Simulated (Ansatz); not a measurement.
**Profile along the Ni–Ni line in Ni3Si (Cu3Au type)**

Ni₃Si (Cu3Au type)

```yaml
crystal:
  lattice:
    - [3.46456, 0.00000, 0.00000]
    - [0.00000, 3.46456, 0.00000]
    - [0.00000, 0.00000, 3.46456]
  atoms:
    - { symbol: Si, position: [0.00000, 0.00000, 0.00000] }
    - { symbol: Ni, position: [0.00000, 0.50000, 0.50000] }
    - { symbol: Ni, position: [0.50000, 0.00000, 0.50000] }
    - { symbol: Ni, position: [0.50000, 0.50000, 0.00000] }
```

Fields along a shortest Ni–Ni line of a {110} plane (2.45 Å), from Ni to Ni, interpolated on the slice's grid (step about 0.2 Å). All values below come from r2SCAN (plane waves to 500 eV, PAW, scalar-relativistic; Ansatz, an electronic-structure program). k mesh 13×13×13. Inside the PAW spheres the values are not all-electron values, and peaks at nuclei hang on which shells count as valence. At this level the bands of Ni3Si touch or barely overlap. Ni3Si is run without spin polarisation. Ni3Si was relaxed with its symmetry unable to fall.

| distance from Ni (Å) | valence electron density (e/Å³) | electron localisation function |
|---|---|---|
| 0.00 | 60.68 | x |
| 0.12 | 52.72 | x |
| 0.25 | 34.97 | x |
| 0.37 | 18.49 | x |
| 0.49 | 8.43 | x |
| 0.61 | 3.57 | 0.28 |
| 0.74 | 1.52 | 0.22 |
| 0.86 | 0.75 | 0.18 |
| 0.98 | 0.48 | 0.19 |
| 1.10 | 0.38 | 0.23 |
| 1.23 | 0.35 | 0.26 |
| 1.35 | 0.38 | 0.23 |
| 1.47 | 0.48 | 0.19 |
| 1.59 | 0.75 | 0.18 |
| 1.72 | 1.52 | 0.22 |
| 1.84 | 3.57 | 0.28 |
| 1.96 | 8.43 | x |
| 2.08 | 18.49 | x |
| 2.21 | 34.97 | x |
| 2.33 | 52.72 | x |
| 2.45 | 60.68 | x |

x: too close to a nucleus for the ELF to mean much.

Density on the Ni–Ni line (2.45 Å) at its midpoint: 0.35 e/Å³. ELF at that point: 0.26.
